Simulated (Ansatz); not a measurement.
A distorted cell of SrVO₃ (cubic perovskite):

```xyz
5
Lattice="3.9445 0.0000 0.0000 0.0000 3.9445 0.0000 0.0000 0.0000 3.7868" Properties=species:S:1:pos:R:3 pbc="T T T"
Sr     0.0000     0.0000     0.0000
V      1.9723     1.9723     1.8934
O      0.0000     1.9723     1.8934
O      1.9723     1.9723     0.0000
O      1.9723     0.0000     1.8934
```

These are r2SCAN (plane waves to 500 eV, PAW, scalar-relativistic; Ansatz, an electronic-structure program) values and carry that method's errors. k mesh 12×12×12 (Γ-centred), Fermi-Dirac smearing 0.05 eV. The energy includes the smearing's −TS. Compression counts positive. With partly filled bands, the response to shear is sensitive to the k mesh, so small differences along c/a are uncertain. Relaxed SrVO3 ends ferromagnetic. SrVO3 is run spin-polarised and with no Hubbard U. SrVO3 was relaxed with its symmetry unable to fall. The magnetic order is the one the run started from; other orders were not tried.

Question: What is the stress tensor (GPa)?

Answer: 
```
   -9.0      0.0      0.0
    0.0     -9.0      0.0
    0.0      0.0     -1.8
```
The pressure, a third of the trace, is -6.6 GPa.

Question: It is the relaxed cell deformed to V/V₀ = 1.040, (c/a)/(c/a)₀ = 0.960, c along z, fractional positions held. What is its energy relative to the relaxed cell?

Answer: 18 meV/atom.

(Under strain, the slope of the energy per volume gives the stress and its curvature an elastic modulus.)
